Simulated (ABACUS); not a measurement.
Set-up for a self-consistent single point of HfN (I4mm, 2 atoms in the cell; from Materials Project mp-2828, changed as shown).

```
CELL_PARAMETERS angstrom
      0.00000     2.25586     2.25586
      2.25586     0.00000     2.25586
      2.25586     2.25586     0.00000
ATOMIC_POSITIONS crystal
  Hf 0.00000 0.00000 0.00000
  N  0.49113 0.49113 0.50887
```

Level of theory: LDA (PW92), PseudoDojo 0.4 standard norm-conserving LDA (tails mended) pseudopotentials (plane waves; ABACUS 3.10.1).

ABACUS settings:

- KPT = Gamma 10 10 10 0 0 0
- basis_type = pw
- dft_functional = PWLDA
- ecutwfc = 84 Ry
- smearing_method = gaussian
- smearing_sigma = 0.00999582 Ry
- potentials = PseudoDojo 0.4 standard norm-conserving LDA (tails mended)
- symmetry = 1
- ks_solver = dav_subspace
- scf_nmax = 100
- scf_thr = 1.0e-09 Ry
- mixing_type = broyden

Results:

Number of valence electrons: 17
Number of bands: 19
Number of k-points after the program's reduction: 102
Number of plane waves (most at a k-point): 2044
Number of SCF iterations: 8
FFT grid: 36 × 36 × 36
Free energy E − TS: -1822.1123 eV
Fermi level (on the code's own zero): 18.45 eV
Pressure: -12.08 GPa
Largest force (vector length): 0.429 eV/Å

Forces (eV/Å):
| atom | Fx | Fy | Fz |
|---|---|---|---|
| Hf1 | 0.000 | 0.000 | -0.429 |
| N2 | 0.000 | 0.000 | 0.429 |

Stress (GPa, positive for compression):
```
-12.26    0.00    0.00
  0.00  -12.26    0.00
  0.00    0.00  -11.71
```

For comparison: a first run was changed to give this one (atom 2 moved by -0.04 angstrom along z), and from it to this one the free energy rises by 4.3 meV/atom, the pressure goes from -12.29 to -12.08 GPa and the largest force goes from 0.000 to 0.429 eV/Å.

The structure comes from a collection of computed structures, made at another level of theory; the collection holds predicted forms beside known ones. No clean gap shows at this smearing width and mesh (spacing up to 0.24 Å⁻¹); the mesh is coarse for partly filled bands, so the values carry mesh errors.

Cost on one core: roughly 80 core-seconds.

“Tails mended”: in these copies of the files the far tail of each local potential was reset to the Coulomb form.
